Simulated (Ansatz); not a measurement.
A crystal relaxed with r2SCAN in the PAW code Ansatz has space group R3m:H (No. 160) and a = 3.975 Å, c = 39.038 Å.

```tsv
atom	site	x	y	z
P	3a	0.6667	0.3333	0.3297
P	3a	0.0000	0.0000	0.2500
P	3a	0.3333	0.6667	0.1704
Sb	3a	0.6667	0.3333	0.0838
Xx	3a	0.0000	0.0000	0.3107
Xx	3a	0.3333	0.6667	0.2310
Xx	3a	0.6667	0.3333	0.1513
Xx	3a	0.0000	0.0000	0.0564
```

r2SCAN gives a direct gap of 0.18 eV at Γ. HSE06 gives a direct gap of 0.58 eV at Γ. Meshes: r2SCAN 8×8×8, HSE06 4×4×4.

**Question.** Which element is Xx?
A. B
B. Al
C. In
D. Ga

**Answer.** D. Xx is Ga: Ga4SbP3, ordered on the zincblende lattice (R3m) with 8 atoms a cell. P is surrounded by 4 Ga at 2.34–2.41 Å; P is surrounded by 4 Ga at 2.37–2.41 Å; Sb is surrounded by 4 Ga at 2.53–2.64 Å; Ga is surrounded by 4 P at 2.37–2.41 Å; Ga is surrounded by 3 P at 2.41 Å and 1 Sb at 2.64 Å; Ga is surrounded by 1 P at 2.34 Å and 3 Sb at 2.53 Å.

Spin-unpolarised throughout. Whether this structure exists isn't addressed.

Spin-orbit coupling is left out, which matters wherever the heavy atoms make up the band edges.
